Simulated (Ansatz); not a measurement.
CaZrN$_{2}$:
```cif
data_Ca4N8Zr4
_chemical_formula_sum 'Ca4 Zr4 N8'
_space_group_name_H-M_alt 'Pna21'
_space_group_IT_number 33
_space_group_name_Hall 'P 2c -2n'
_cell_length_a 6.54312
_cell_length_b 8.00555
_cell_length_c 4.80949
_cell_angle_alpha 90.000
_cell_angle_beta 90.000
_cell_angle_gamma 90.000
loop_
_atom_site_label
_atom_site_type_symbol
_atom_site_symmetry_multiplicity
_atom_site_Wyckoff_symbol
_atom_site_fract_x
_atom_site_fract_y
_atom_site_fract_z
_atom_site_occupancy
Ca1 Ca 4 a 0.42216 0.11941 0.44767 1
Zr1 Zr 4 a 0.07097 0.12727 0.96423 1
N1 N 4 a 0.06358 0.10670 0.41027 1
N2 N 4 a 0.10623 0.65236 0.43783 1
```

This is the r²SCAN-relaxed structure.

Task: All from r²SCAN (plane waves, PAW; program Ansatz), unless another level is named. Predict the hole effective mass.

Result: 0.29, 3.9, 4.9 mₑ (principal values).

Task: What about the band gap?

Result: 2.25 eV (direct).

Task: What about the electron effective mass?

Result: 0.42, 1.0, 4.2 mₑ (principal values).

Task: Give the formation energy from the elements (no fitted shifts).

Result: -1.65 eV/atom.

Task: What about the valence-band maximum?

Result: at Γ.

Space group Pna2_1. The start of the workflow was typed in or built on a structure type; neither database checked (COD, Materials Project) lists it. Its standing as an ambient phase is unchecked. The r²SCAN relaxation kept the symmetry of its start; whether a distortion lowers the energy is not shown. No spin polarisation was allowed. The references are the lowest solids computed at this level, not always the standard phases (solids in place of the gases). Scalar-relativistic: spin–orbit coupling is off unless named, which matters more the heavier the elements.

Potentials: the earlier of the program's two PAW sets. The files were generated under PBE; for other functionals the program regenerates the frozen cores, and for LDA and PBEsol the local potential too.
